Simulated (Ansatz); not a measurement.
The slice is one period of a {100} plane through atoms; its size isn't given.

All values below come from PBE (plane waves to 420 eV, PAW, scalar-relativistic; Ansatz, a quantum-chemistry and plane-wave program). These are valence fields of a PAW run, semicore shells included where kept as valence: close to a nucleus they are smooth pseudo fields.

```
|8899999999887777666666666677778899999999|
|9999999999887766666666666666778899999999|
|9999999988777766666666666666777788999999|
|9999998877776666555555555566667777889999|
|8888887777666655555555555555666677778888|
|7777777766665555444444444455556666777777|
|7777666666555544444444444444555566666677|
|6666666655554444333333333344445555666666|
|6666666655554444333333333344445555666666|
|6666666655554444333333333344445555666666|
|6666666655554444333333333344445555666666|
|6666666655554444333333333344445555666666|
|7777666666555544444444444444555566666677|
|7777777766665555444444444455556666777777|
|8888887777666655555555555555666677778888|
|9999998877776666555555555566667777889999|
|9999999988777766666666666666777788999999|
|9999999999887766666666666666778899999999|
|8899999999887777666666666677778899999999|
|0088999999887777666666666677778899999988|
```
Scale: ten equal steps from -3.00 (start of '0') to 0.04 (end of '9'), in the order '0123456789'. Values: log₁₀ of the valence density in e/Å³. The map has 20 points along u (two characters each, u = 0 at the left) and 20 along v (v = 0 in the bottom row). The scale is logarithmic, as a density can span decades between atoms and voids; values under 0.001 e/Å³ are set to 0.001.

```
|xxxxxx999988663311111111113366889999xxxx|
|xxxx9999998855221111111111225588999999xx|
|9999999999774422111111111122447799999999|
|9999999977553311111111111111335577999999|
|9988887755442211000000000011224455778888|
|6666554433221100000000000000112233445566|
|3333222211110000000000000000001111222233|
|1111111111000000000000000000000011111111|
|1111111111000000000000000000000011111111|
|1111111111000000000000000000000011111111|
|1111111111000000000000000000000011111111|
|1111111111000000000000000000000011111111|
|3333222211110000000000000000001111222233|
|6666554433221100000000000000112233445566|
|9988887755442211000000000011224455778888|
|9999999977553311111111111111335577999999|
|9999999999774422111111111122447799999999|
|xxxx9999998855221111111111225588999999xx|
|xxxxxx999988663311111111113366889999xxxx|
|xxxxxx999999663311111111113366999999xxxx|
```
Scale: ten equal steps from 0.01 (start of '0') to 0.85 (end of '9'), in the order '0123456789'. Values: electron localisation function (ELF). The map has 20 points along u (two characters each, u = 0 at the left) and 20 along v (v = 0 in the bottom row). Points within 0.5 Å of a nucleus are blanked (x), as the pseudised field means little there.

**Question.** Which relaxed crystal do these maps come from?
A. HgS (zinc blende)
B. BeS (zinc blende)
C. InSb (zinc blende)

**Answer.** A, HgS (zinc blende). Atoms on the slice: S at (0.00, 0.00)

All were relaxed with their symmetry unable to fall. At this level the bands of HgS touch or barely overlap. At this level the bands of InSb touch or barely overlap; measurements give the solid a gap. Spin-orbit coupling is left out.
